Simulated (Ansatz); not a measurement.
The start is a relaxed ScAlCO cell shaken by Gaussian noise of σ = 0.08 Å a coordinate. The structure is fully relaxed (lattice and positions, P = 0) with r2SCAN (plane waves to 500 eV, PAW, scalar-relativistic; Ansatz, a program for electronic structure). First-step values are on the input's coarse k-mesh.

Ansatz input (later rounds restart from its end on a renewed k-mesh):
Ansatz 0.2 input:
```yaml
crystal:
  lattice:
    - [3.2442418915, 0, 0]
    - [-1.6221209458, 2.8095958941, 0]
    - [0, 0, 10.1775445659]
  atoms:
    - { symbol: Sc, position: [0.661713298, 0.2899392996, 0.8124802567] }
    - { symbol: Sc, position: [0.3297047811, 0.65319797, 0.3092069522] }
    - { symbol: Al, position: [-0.04454674, 0.0126386781, 0.5175291089] }
    - { symbol: Al, position: [-0.0582415142, -0.0462726619, 0.0273663594] }
    - { symbol: C, position: [0.3070785209, 0.6414972022, 0.9423188026] }
    - { symbol: C, position: [0.627975264, 0.27601159, 0.4341252783] }
    - { symbol: O, position: [0.0101718488, 0.0513158682, 0.6956977898] }
    - { symbol: O, position: [0.0589935315, 0.0691162005, 0.1948826026] }
basis: { ecutwfc: 500, ecutrho_ratio: 4, xc_grid: 4, fft_grid_basis: typed }
kpoints: { mp_grid: { grid: [8, 8, 3] } }
hamiltonian:
  xc: r2scan
  dispersion: none
  pseudopotentials: { kind: paw }
scf: { occupations: { method: fermi_dirac, width: 0.05 } }
relax: { f_tol: 0.01, max_steps: 100, cell: { stress_tol: 0.02 } }
output: { forces: true, stress: true }
```

**Question.** What pressure does the first self-consistent step give?

**Answer.** +4.0 GPa (positive: the cell is compressed).

**Question.** Which atoms feel the largest initial force, and how large is it?

**Answer.** 3.09 eV/Å, on Al3 (atoms numbered as listed).

**Question.** How much energy is released per atom?

**Answer.** 0.12 eV/atom.

**Question.** Does it find its way back to the structure it was made from?

**Answer.** The parent structure is recovered, P6₃mc (No. 186).

**Question.** How do the shortest distances between atoms change?

**Answer.** The closest pairs of elements (up to four, under 3.6 Å), start → end: Al–O 1.75 → 1.80 Å; Al–C 1.87 → 2.04 Å; O–Sc 2.01 → 2.17 Å; C–Sc 2.16 → 2.34 Å.

**Question.** Is the relaxed structure metallic? Give its gap.

**Answer.** 1.51 eV, indirect (valence top at Γ, conduction bottom at M) (no spin-orbit coupling).

The end point of the relaxation:

```cif
data_C2Al2O2Sc2
_chemical_formula_sum 'Sc2 Al2 C2 O2'
_space_group_name_H-M_alt 'P63mc'
_space_group_IT_number 186
_space_group_name_Hall 'P 6c -2c'
_cell_length_a 3.24420
_cell_length_b 3.24420
_cell_length_c 10.17751
_cell_angle_alpha 90.000
_cell_angle_beta 90.000
_cell_angle_gamma 120.000
loop_
_atom_site_label
_atom_site_type_symbol
_atom_site_symmetry_multiplicity
_atom_site_Wyckoff_symbol
_atom_site_fract_x
_atom_site_fract_y
_atom_site_fract_z
_atom_site_occupancy
Sc1 Sc 2 b 0.33333 0.66667 0.30469 1
Al1 Al 2 a 0.00000 0.00000 0.02142 1
C1 C 2 b 0.66667 0.33333 0.44279 1
O1 O 2 a 0.00000 0.00000 0.19790 1
```

Final values are on a 12×12×4 k-mesh of the relaxed cell. No spin polarisation in the result.

The cell that was disturbed is our relaxation of an entry of Materials Project.
